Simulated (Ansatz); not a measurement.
All numbers below come from DFT PBE, scalar-relativistic, plane waves, PAW (Ansatz 0.2.0). Settings: cutoff 420 eV, Γ-centred meshes spaced at most about 0.3 Å⁻¹, and about 0.25 Å⁻¹ or finer for metals (2π included), Gaussian smearing. No spin polarisation in the final relaxations.

These are static total energies at zero pressure. All come from trial cells, and lower structures may exist.

Problem. These unrelaxed guesses for Hf₃AlN₄ are each relaxed within their symmetry. Order them by the energy at which they end, lowest first.
A.

```cif
data_structure
_symmetry_space_group_name_H-M 'P4/mmm'
_symmetry_Int_Tables_number 123
_cell_length_a 3.4453
_cell_length_b 3.4453
_cell_length_c 9.7449
_cell_angle_alpha 90.000
_cell_angle_beta 90.000
_cell_angle_gamma 90.000
_cell_volume 115.68
loop_
_atom_site_label
_atom_site_type_symbol
_atom_site_symmetry_multiplicity
_atom_site_Wyckoff_symbol
_atom_site_fract_x
_atom_site_fract_y
_atom_site_fract_z
_atom_site_occupancy
Hf1 Hf 2 g 0.00000 0.00000 0.75000 1
Hf2 Hf 1 c 0.50000 0.50000 0.00000 1
Al1 Al 1 d 0.50000 0.50000 0.50000 1
N1 N 1 a 0.00000 0.00000 0.00000 1
N2 N 2 h 0.50000 0.50000 0.25000 1
N3 N 1 b 0.00000 0.00000 0.50000 1
```

B.

```cif
data_structure
_symmetry_space_group_name_H-M 'Pm-3m'
_symmetry_Int_Tables_number 221
_cell_length_a 4.8724
_cell_length_b 4.8724
_cell_length_c 4.8724
_cell_angle_alpha 90.000
_cell_angle_beta 90.000
_cell_angle_gamma 90.000
_cell_volume 115.68
loop_
_atom_site_label
_atom_site_type_symbol
_atom_site_symmetry_multiplicity
_atom_site_Wyckoff_symbol
_atom_site_fract_x
_atom_site_fract_y
_atom_site_fract_z
_atom_site_occupancy
Hf1 Hf 3 d 0.00000 0.00000 0.50000 1
Al1 Al 1 b 0.50000 0.50000 0.50000 1
N1 N 3 c 0.50000 0.50000 0.00000 1
N2 N 1 a 0.00000 0.00000 0.00000 1
```

C.

```cif
data_structure
_symmetry_space_group_name_H-M 'I4/mmm'
_symmetry_Int_Tables_number 139
_cell_length_a 4.8724
_cell_length_b 4.8724
_cell_length_c 9.7449
_cell_angle_alpha 90.000
_cell_angle_beta 90.000
_cell_angle_gamma 90.000
_cell_volume 231.35
loop_
_atom_site_label
_atom_site_type_symbol
_atom_site_symmetry_multiplicity
_atom_site_Wyckoff_symbol
_atom_site_fract_x
_atom_site_fract_y
_atom_site_fract_z
_atom_site_occupancy
Hf1 Hf 4 d 0.00000 0.50000 0.25000 1
Hf2 Hf 2 b 0.50000 0.50000 0.00000 1
Al1 Al 2 a 0.00000 0.00000 0.00000 1
N1 N 4 c 0.00000 0.50000 0.00000 1
N2 N 4 e 0.00000 0.00000 0.25000 1
```

Solution. A (ends in P4/mmm, 0 meV/atom), C (ends in I4/mmm, 22 meV/atom), B (ends in Pm-3m, 84 meV/atom).

Spin–orbit coupling, which can matter for Hf, is left out. Cells relaxed within their symmetry can be saddle points. Some types were kept out of the candidates beforehand, so the set may lack a known form.
